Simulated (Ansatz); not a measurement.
Consider the following.

GaAs:
```
GaAs
1.0
    2.64259     0.00000     0.00000
    0.00000     2.64259     0.00000
    0.00000     0.00000     5.35661
Ga As
1 1
Cartesian
  0.00000   0.00000   2.67830
  0.00000   0.00000   0.00000
```

This is the LDA-relaxed structure.

Q: All from LDA in the plane-wave PAW code Ansatz, unless another level is named. Predict the Poisson's ratio.

A: 0.33.

Q: Give the highest zone-centre frequency.

A: 161 cm⁻¹.

Space group P4/mmm. The workflow started from a Materials Project entry (that database holds measured and hypothetical structures alike); the Crystallography Open Database copy checked does not list it. It is not the phase usual at ambient conditions (space group No. 216). Symmetry was held in the LDA relaxation; whether a distortion lowers the energy is not shown. As this level gives no gap, phonon frequencies hold no LO–TO term and depend on the k-mesh and smearing (Fermi–Dirac, 0.1 eV here).

Potentials: the earlier of the program's two PAW sets. The files were generated under PBE; for other functionals the program regenerates the frozen cores, and for LDA and PBEsol the local potential too.
